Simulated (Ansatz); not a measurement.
# Pressure against volume: SiPb

```
Pb Si
1.0
     0.00000    2.93077    2.93077
     2.93077    0.00000    2.93077
     2.93077    2.93077    0.00000
Pb Si
1 1
Direct
  0.00000 0.00000 0.00000
  0.50000 0.50000 0.50000
```

The conventional cell has a = 5.862 Å, b = 5.862 Å, c = 5.862 Å, α = 90.00°, β = 90.00°, γ = 90.00°. Around Pb (atom 1) lie 6 Si at 2.93 Å. Si (atom 2) has 6 Pb at 2.93 Å as nearest neighbours.

The structure comes from a relaxation in the same program, started in the rocksalt type, and has space group Fm-3m. Whether it is a known phase or the ground state wasn't checked.

No spin–orbit coupling, which matters for the heavy atoms here.

Methods: DFT, PBE, all-electron LAPW, scalar-relativistic (Ansatz 0.2.0); DFT, PBE, PAW with Ansatz's default frozen-core files, scalar-relativistic (Ansatz 0.2.0).

For LAPW: a Γ-centred 13×13×13 k mesh, Fermi–Dirac smearing of 0.05 eV, basis error target 0.25 meV/atom, no spin polarisation. PAW takes a cutoff of 420 eV at this cell. The Ansatz runs share mesh, smearing and spin set-up. Plane-wave (PAW) pressures include the program's estimate of the Pulay term.

The cell above is scaled evenly, with fractional coordinates and shape held.

(1) Estimate the equilibrium volume and bulk modulus that LAPW (all electrons) gives for this fixed shape.

Results:

(1) V0 = 25.17 Å³/atom, B0 = 51 GPa, B0′ = 4.7, from a third-order Birch–Murnaghan fit to these pressures:
```csv
V/V(cell),V (Å³/atom),"P, LAPW (GPa)","P, PAW (GPa)"
0.9600,24.167,2.31,2.30
0.9800,24.670,1.09,1.08
1.0000,25.174,0.00,-0.01
1.0200,25.677,-0.97,-0.98
1.0400,26.181,-1.84,-1.85
```
